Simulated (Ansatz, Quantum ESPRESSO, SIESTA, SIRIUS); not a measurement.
# One calculation of CsCaF3, 4 ways

```
CELL_PARAMETERS angstrom
4.52053 0.00000 0.00000
0.00000 4.52053 0.00000
0.00000 0.00000 4.52053
ATOMIC_POSITIONS crystal
Cs 0.00000 0.00000 0.00000
Ca 0.50000 0.50000 0.50000
F 0.50000 0.50000 0.00000
F 0.50000 0.00000 0.50000
F 0.00000 0.50000 0.50000
```

The cell comes from a database or a generator and needn't be the stable form of this composition.

Alike in all runs: task band structure; functional PBEsol; k mesh 6 × 6 × 6; occupations fermi-dirac, width 0.05 eV; no spin polarisation; no spin-orbit coupling. Pressure is positive in compression and, in plane waves, holds the error of the finite cutoff. Gaps are the smaller of the mesh's and the band path's.

| program and potentials | plane-wave cutoff (eV) | notes | band gap (eV) | pressure (GPa) |
| --- | --- | --- | --- | --- |
| SIESTA, files PseudoDojo sr-pbesol-0.4.1-standard, DZP (energy shift 0.003 Ry; two zetas on semicore shells; d shell added on Cs, Ca) | - | atomic basis | 6.91 | -1.25 |
| SIRIUS, all-electron FP-LAPW, apw+lo standard | - | - | ? | - |
| Ansatz, all-electron LAPW, scalar-relativistic | - | - | 6.97 | -0.92 |
| Quantum ESPRESSO, GBRV 1.5 PBEsol | 612 | - | 6.97 | -1.02 |

Q: Estimate from the other rows what the run with SIRIUS, all-electron FP-LAPW, apw+lo standard gave.

A: Band gap 6.98 eV. The other rows, which needn't bracket it: band gap 6.91 to 6.97; pressure -1.25 to -0.92.
